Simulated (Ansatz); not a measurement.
CrF$_{6}$:
```cif
data_CrF6
_chemical_formula_sum 'Cr1 F6'
_space_group_name_H-M_alt 'P 1'
_space_group_IT_number 1
_cell_length_a 5.19169
_cell_length_b 5.19169
_cell_length_c 5.19169
_cell_angle_alpha 55.169
_cell_angle_beta 55.169
_cell_angle_gamma 55.169
loop_
_space_group_symop_operation_xyz
  'x, y, z'
loop_
_atom_site_label
_atom_site_type_symbol
_atom_site_fract_x
_atom_site_fract_y
_atom_site_fract_z
_atom_site_occupancy
Cr1 Cr 0.00000 0.00000 0.00000 1
F1 F 0.36678 0.07976 0.78060 1
F2 F 0.63322 0.92024 0.21940 1
F3 F 0.78060 0.36678 0.07976 1
F4 F 0.21940 0.63322 0.92024 1
F5 F 0.07976 0.78060 0.36678 1
F6 F 0.92024 0.21940 0.63322 1
```

Relaxed with r²SCAN+D4.

Q: Tabulate the valence density and the electron localisation function along the shortest Cr–F contact (1.73 Å), r²SCAN+D4 (plane waves, PAW; program Ansatz).

A: 

```csv
distance from Cr (Å),density (e/Å³),ELF
0.17,19.06,0.93
0.26,15.76,0.92
0.35,12.11,0.89
0.43,8.66,0.83
0.52,5.80,0.73
0.60,3.68,0.57
0.69,2.27,0.36
0.78,1.49,0.23
0.86,1.21,0.23
0.95,1.29,0.37
1.04,1.65,0.60
1.12,2.33,0.73
1.21,3.49,0.76
1.29,5.18,0.73
1.38,7.30,0.67
1.47,9.59,0.58
1.55,11.73,0.48
```

The density is the valence pseudo-density with augmentation charge, so density and ELF within about 1 Å of a nucleus are not all-electron values.

Space group R-3. The workflow started from a Materials Project entry (that database holds measured and hypothetical structures alike); the Crystallography Open Database copy checked does not list it. Whether it is the stable phase at ambient conditions was not checked. The cell was relaxed with r²SCAN+D4 under the symmetry of its start; its stability against distortions is not shown here. The run is not spin-polarised. No Hubbard U is applied.

Potentials: the later of the program's two PAW sets.
